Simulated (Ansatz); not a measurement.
Density of states of a ZrTiAl2O7 cell (elements on a fluorite lattice, relaxed), per eV and atom, broadened by Gaussian smearing of width 0.1 eV and averaged over bins of 0.3 eV, from 8 eV under the Fermi level at most up to where the solved bands end.

Computed with DFT PBE, scalar-relativistic, plane waves, PAW in Ansatz 0.2.0.

Settings: cutoff 420 eV, Γ-centred mesh 4×4×4 on the computed 22-atom cell, Gaussian smearing of 0.02 eV; no spin polarisation.

```yaml
crystal:
  lattice:
    - [-4.59535, 4.64419, -0.22818]
    - [-4.79798, -0.43081, 4.74661]
    - [0.32709, 4.74310, 4.64290]
  atoms:
    - { symbol: O, position: [0.85934, 0.96141, 0.28938] }
    - { symbol: O, position: [0.33752, 0.98353, 0.33130] }
    - { symbol: O, position: [0.91272, 0.28770, 0.43984] }
    - { symbol: O, position: [0.91388, 0.89199, 0.86594] }
    - { symbol: O, position: [0.45650, 0.32556, 0.32852] }
    - { symbol: O, position: [0.31814, 0.86269, 0.01472] }
    - { symbol: O, position: [0.82687, 0.34596, 0.94197] }
    - { symbol: O, position: [0.65228, 0.63730, 0.16118] }
    - { symbol: O, position: [0.13671, 0.56963, 0.16633] }
    - { symbol: O, position: [0.40134, 0.31583, 0.90881] }
    - { symbol: O, position: [0.53893, 0.67121, 0.66130] }
    - { symbol: O, position: [0.11771, 0.61906, 0.59071] }
    - { symbol: O, position: [0.63767, 0.04048, 0.66339] }
    - { symbol: O, position: [0.20278, 0.14489, 0.68406] }
    - { symbol: Al, position: [0.01196, 0.03321, 0.97447] }
    - { symbol: Al, position: [0.97985, 0.95911, 0.50238] }
    - { symbol: Al, position: [0.50825, 0.98854, 0.49996] }
    - { symbol: Al, position: [0.11763, 0.39943, 0.46610] }
    - { symbol: Ti, position: [0.52664, 0.96735, 0.02195] }
    - { symbol: Ti, position: [0.48431, 0.53986, 0.00958] }
    - { symbol: Zr, position: [0.01028, 0.52899, 0.96333] }
    - { symbol: Zr, position: [0.55138, 0.41496, 0.53745] }
```

```csv
E − E_F (eV),total,O 2p,Ti 3d,Zr 4d,Al 3p
-7.60,0.111,0.080,0.004,0.006,0.002
-7.30,0.395,0.285,0.016,0.020,0.009
-7.00,0.234,0.168,0.010,0.013,0.006
-6.70,0.222,0.160,0.013,0.015,0.010
-6.40,0.583,0.420,0.045,0.041,0.038
-6.10,0.662,0.480,0.052,0.048,0.043
-5.80,0.657,0.488,0.046,0.047,0.037
-5.50,0.659,0.500,0.046,0.041,0.033
-5.20,0.663,0.513,0.044,0.038,0.030
-4.90,0.664,0.523,0.038,0.038,0.028
-4.60,0.666,0.532,0.036,0.036,0.024
-4.30,0.659,0.537,0.034,0.034,0.021
-4.00,0.722,0.599,0.038,0.032,0.021
-3.70,0.716,0.608,0.031,0.029,0.020
-3.40,0.772,0.669,0.031,0.027,0.018
-3.10,0.797,0.703,0.030,0.021,0.016
-2.80,0.748,0.671,0.026,0.016,0.012
-2.50,0.738,0.670,0.024,0.014,0.009
-2.20,0.586,0.537,0.019,0.010,0.006
-1.90,0.544,0.500,0.015,0.010,0.005
-1.60,0.500,0.467,0.011,0.007,0.004
-1.30,0.309,0.291,0.005,0.004,0.003
-1.00,0.119,0.112,0.002,0.001,0.001
-0.70,0.000,0.000,0.000,0.000,0.000
-0.40,0.000,0.000,0.000,0.000,0.000
-0.10,0.000,0.000,0.000,0.000,0.000
0.20,0.000,0.000,0.000,0.000,0.000
0.50,0.000,0.000,0.000,0.000,0.000
0.80,0.002,0.000,0.001,0.000,0.000
1.10,0.283,0.035,0.223,0.016,0.002
1.40,0.387,0.047,0.302,0.025,0.004
1.70,0.435,0.060,0.333,0.024,0.004
2.00,0.373,0.063,0.277,0.014,0.005
2.30,0.213,0.028,0.134,0.031,0.003
2.60,0.438,0.062,0.181,0.154,0.007
```

The columns after the total are the largest Löwdin projections on the valence shells of the potentials, so they needn't add up, and the weight of a shell that a potential lacks goes to other orbitals. The cell has a gap on the mesh of 2.14 eV.

Cost: 2 runs of about 2.2 core-minutes in all (earlier runs that led there not counted), on AMD EPYC 9R45 (Zen 5) (shared hosts).